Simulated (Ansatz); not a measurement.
The relaxed structure here is a generated cell of Ag: the first start was made by a random draw of sites in a space group, and the end was not matched to a known phase here, so it may be hypothetical. Known forms of Ag include space group No. 225.

A relaxed structure of Ag. These are r2SCAN (plane waves to 500 eV, PAW, scalar-relativistic; Ansatz, an electronic-structure program) values and carry that method's errors.

```
CELL_PARAMETERS angstrom
      2.71517     0.00000     0.00000
      0.00000     2.71517     0.00000
      0.00000     0.00000     2.71517
ATOMIC_POSITIONS crystal
  Ag 0.50000 0.50000 0.50000
```

Task: Find the space group and the Wyckoff positions (tolerance 0.01 Å).

Result: Space group Pm-3m (No. 221); a = 2.7152 Å, b = 2.7152 Å, c = 2.7152 Å, α = 90.00°, β = 90.00°, γ = 90.00°

```tsv
atom	site	symmetry	x	y	z
Ag	1b	m-3m	0.5000	0.5000	0.5000
```

This is the AFLOW prototype A_cP1_221_a (A_h).

Task: Give the shortest distances between elements (the closest pairs, up to four, under 3.6 Å).

Result: Ag–Ag 2.72 Å.

```yaml
volume_per_atom: 20.02 Å³
density: 8.95 g/cm³
band_gap: zero (metallic)
```

No spin polarisation in the result.

The run could not lose the symmetry of its start, so the end can be a saddle point.
